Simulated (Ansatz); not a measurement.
Os:
```
CELL_PARAMETERS angstrom
      0.00000     1.91592     1.91592
      1.91592     0.00000     1.91592
      1.91592     1.91592     0.00000
ATOMIC_POSITIONS crystal
  Os 0.00000 0.00000 0.00000
```

Relaxed with r²SCAN. Special points in fractions of this cell's reciprocal vectors: Γ (0.000, 0.000, 0.000); X (0.500, 0.000, 0.500); U (0.625, 0.250, 0.625); K (0.375, 0.375, 0.750); L (0.500, 0.500, 0.500); W (0.500, 0.250, 0.750).

### Question
List the band energies nearest the Fermi level at these points for the program Ansatz at the r²SCAN level (PAW).

### Answer
In eV from the Fermi level; about four levels below and three above (degenerate sets whole), none deeper than 8.9 eV; … stands for higher levels left out; points with the same levels are listed once.

```csv
k,below,above
Γ,-3.04 -3.04 -3.04,…
X,-7.84 -7.10,2.41 2.55 …
U,-6.71 -5.59 -2.08,0.36 2.26 …
L,-7.95 -3.22 -3.22 -0.23,…
W,-5.97 -4.29 -4.29 -0.79,3.34 …
```

Space group Fm-3m (fcc (Cu type)). The cell is a constructed one: a structure type filled with these elements; the Crystallography Open Database files this formula in space group No. 225, but the cells were not matched. It is not the phase usual at ambient conditions (space group No. 194). Symmetry was held in the r²SCAN relaxation; whether a distortion lowers the energy is not shown. No spin polarisation was allowed. Scalar-relativistic: spin–orbit coupling is off unless named, which matters more the heavier the elements.

Potentials: the later of the program's two PAW sets.
